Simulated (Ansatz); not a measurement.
One crystal and one scan (generalised stacking-fault energy along a line) at two levels, PBE (plane waves to 420 eV, PAW, scalar-relativistic; Ansatz, a program for electronic structure) and r2SCAN (plane waves to 500 eV, PAW, scalar-relativistic; Ansatz), each from its own relaxed cell and on its own mesh. The cell shown is that of PBE.

Generalised stacking fault of NaI (rock salt) on the {110} plane. The cell below holds the perfect crystal with the plane normal along z; tilting its third vector by the shift puts one fault into each cell, between planes 2.31 Å apart, at fixed cell height.

```
NaI
1.0
    4.61673     0.00000     0.00000
    0.00000     6.52904     0.00000
    2.30836     3.26452     6.92509
I Na
3 3
Direct
  0.00000   0.00000   0.83333
  0.33333   0.33333   0.16667
  0.66667   0.66667   0.50000
  0.00000   0.50000   0.83333
  0.33333   0.83333   0.16667
  0.66667   0.16667   0.50000
```

In-plane vectors a = (4.617, 0.000) Å, b = (0.000, 6.529) Å, area 30.14 Å². The shift is s times the vector b (length 6.529 Å), so s = 1 restores the start. The shift is rigid: no atom relaxes. γ = [E(shift) − E(0)] / area.

Energies are extrapolated to zero smearing. NaI was relaxed with its symmetry unable to fall. Spin-orbit coupling is left out, though I is heavy. As the smearing reaches across the gap at some points, the k mesh leaves noise in γ, roughly 0.02 J/m² as judged from a few cases. Faults lie only 6.9 Å apart, and holding the cell height and the atoms raises γ above its relaxed value. Both scans cover s from 0.000 to 0.917.

γ (J/m²), each from zero shift of its own level:

```tsv
s	PBE	r2SCAN
0.000	0.00	0.00
0.083	0.04	0.05
0.167	0.20	0.23
0.250	0.48	0.55
0.333	0.87	1.00
0.417	1.23	withheld
0.500	1.38	1.60
0.583	1.23	withheld
0.667	0.87	1.00
0.750	0.48	0.55
0.833	0.20	0.23
0.917	0.04	0.05
```

**Question.** Estimate the r2SCAN value at 0.417 from the PBE value there and the ratio of the two levels in the two nearest given rows on that side of the minimum.

**Answer.** At 0.500 and 0.333 the ratio r2SCAN/PBE averages 1.154, which gives 1.154 × 1.23 = 1.42 J/m². The calculation gives 1.42 J/m², +15.4 % against PBE.

(The slope of γ gives the shear force per area between the displaced halves; near zero shift its curvature is an elastic stiffness.)
